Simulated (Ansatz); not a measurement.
**Field gradients of Na₈MgMn₂O₈ from run to run**

Cell of run 1: a computed structure from the Materials Project (it need not be an observed phase).

```
CELL_PARAMETERS angstrom
5.82904 0.00000 0.00000
-1.68104 5.59078 0.00000
-1.61332 -0.64175 7.98193
ATOMIC_POSITIONS crystal
Na 0.49588 0.03511 0.05140
Na 0.98565 0.49965 0.10044
Na 0.60144 0.46304 0.31869
Na 0.24479 0.07264 0.38017
Na 0.98252 0.10546 0.68039
Na 0.78227 0.53952 0.71358
Na 0.41740 0.99435 0.70348
Na 0.38326 0.52644 0.93126
Mg 0.75229 0.91552 0.36223
Mn 0.17118 0.54513 0.49200
Mn 0.97674 0.99842 0.01569
O 0.26052 0.24990 0.12339
O 0.73725 0.78061 0.13033
O 0.44754 0.78682 0.44216
O 0.88725 0.26643 0.40506
O 0.98432 0.76956 0.50471
O 0.34948 0.37150 0.63565
O 0.12422 0.79241 0.91708
O 0.78141 0.17932 0.89118
```

Atom numbers follow the list; atoms alike are taken as one site, whose name carries the number of the first.

All runs are DFT with Ansatz 0.2.0 (plane waves and PAW, scalar-relativistic unless spin–orbit coupling is named, Γ-centred meshes, Fermi–Dirac smearing where given) in this cell. Start moments of run 1 as typed (μB): 4 on each Mn, none on the rest. Antiparallel start moments (μB): 0 0 0 0 0 0 0 0 0 4 -4 0 0 0 0 0 0 0 0 by atom.

Run 1: PBE, parallel start moments, atoms as given; 420 eV, 4×4×3 k-points, smearing 0.02 eV.
Run 2: r2SCAN, parallel start moments, atoms as given; 500 eV, 4×4×3 k-points, smearing 0.02 eV.
Run 3: PBE, antiparallel start moments, atoms as given; 420 eV, 4×4×3 k-points, smearing 0.02 eV.
Run 4: PBE+U, antiparallel start moments, atoms as given; 420 eV, 4×4×3 k-points, smearing 0.02 eV (U = 3.9 eV on Mn d).

```
run  Mn10 V_zz (η)  Mn11 V_zz (η)  O17 V_zz (η)  O18 V_zz (η)  O19 V_zz (η)  absolute moment (μB)
  1    4.20 (0.43)   -2.82 (0.67)  -4.72 (0.93)   4.58 (0.48)   4.06 (0.67)                   8.3
```

The results of the other runs, out of order. V_zz in 10²¹ V/m²; 5 of the 19 sets of like atoms are followed.

| result | Mn10 V_zz (η) | Mn11 V_zz (η) | O17 V_zz (η) | O18 V_zz (η) | O19 V_zz (η) | absolute moment (μB) |
| --- | --- | --- | --- | --- | --- | --- |
| A | 4.82 (0.37) | -2.22 (0.90) | 5.42 (0.86) | 5.23 (0.41) | 4.66 (0.57) | 8.7 |
| B | 4.21 (0.39) | -3.21 (0.59) | -5.06 (0.91) | 4.78 (0.50) | 4.15 (0.69) | 8.5 |
| C | 4.06 (0.44) | -2.91 (0.61) | -4.71 (0.93) | 4.56 (0.49) | 4.11 (0.65) | 8.2 |

Question: Which result belongs to which run?

Answer: A is run 4, B is run 2, C is run 3. Taken one at a time, the Hubbard term moves the tensors on these sites by up to 0.89 (largest principal value of the change, on O17), the functional (r2SCAN with its higher cutoff) by 0.41 (Mn11), the magnetic start by 0.22 (Mn11). On some sites the largest principal value moves to another axis from run to run, and the sign of V_zz can flip with it. On O17 η is near 1, so the change of sign is little more than a relabelling of axes.

The magnetic order is the one that the run reached from its start moments, not necessarily the measured one. For runs 1, 2: All moments are parallel here, as the start or the cell imposes; many such compounds order antiparallel, where fields and spin densities carried over to other atoms largely cancel. In runs 1, 2 the program didn't check the stability of the electronic state in full, so a lower one may lie near. In run 3 the gap is small for the k-mesh or the smearing, and small gradients can still move by 0.1 × 10²¹ V/m² or more. In runs 1, 2, 3 the atoms aren't at the calculated equilibrium (largest force 0.54, 0.64, 0.55 eV/Å).
